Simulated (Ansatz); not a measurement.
The elements of this relaxed trial crystal are hidden behind letters.

```
lattice vectors (Å)
   3.4092    0.0000    0.0000
  -1.7046    2.9525    0.0000
   0.0000    0.0000    4.5664
fractional positions
X 0.3333 0.6667 0.6813
X 0.6667 0.3333 0.3918
Z 0.3333 0.6667 0.1769
```

These are results of Ansatz, DFT PBE, scalar-relativistic, plane waves, PAW, not measurements. Plane waves to 420 eV, an 18×18×10 mesh through Γ for the 3-atom cell and 0.10 eV Gaussian smearing; no spin polarisation.

| Item | Value |
| --- | --- |
| Space group | P3m1 (No. 156) |
| Conventional cell | a = 3.409 Å, c = 4.566 Å |
| Volume per atom | 15.32 Å³ |
| Density | 3.50 g/cm³ |
| Formation energy | +0.14 eV/atom |
| Gap on the 18×18×10 mesh of the 3-atom cell | 0 eV (a metal) |

Energies are uncorrected and count from the elements' standard states at the same level.

Problem. X is an s-block element of period 2 and Z is a p-block element of period 4. Which elements are they?

Solution. X = Be, Z = Se, so the formula is Be2Se. Density times volume gives a mean mass of 3.50 × 15.32/1.6605 = 32.3 u per atom, and this set has 32.3 u. Among the elements that the hints allow, noble gases aside, only these give it. Around Be on its first site lie 2 Se at 2.26–2.30 Å and 3 Be at 2.37 Å; Be on its second site has 3 Se at 2.20 Å and 3 Be at 2.37 Å; Se is surrounded by 5 Be at 2.20–2.30 Å.

This cell was reached by moving the atoms of another relaxed cell at random and relaxing again, last within the group found; it had no such test of its own. Another cell of Be2Se relaxed alike, in C2/m, lies 253 meV/atom lower, so this cell isn't the stable form at this level.
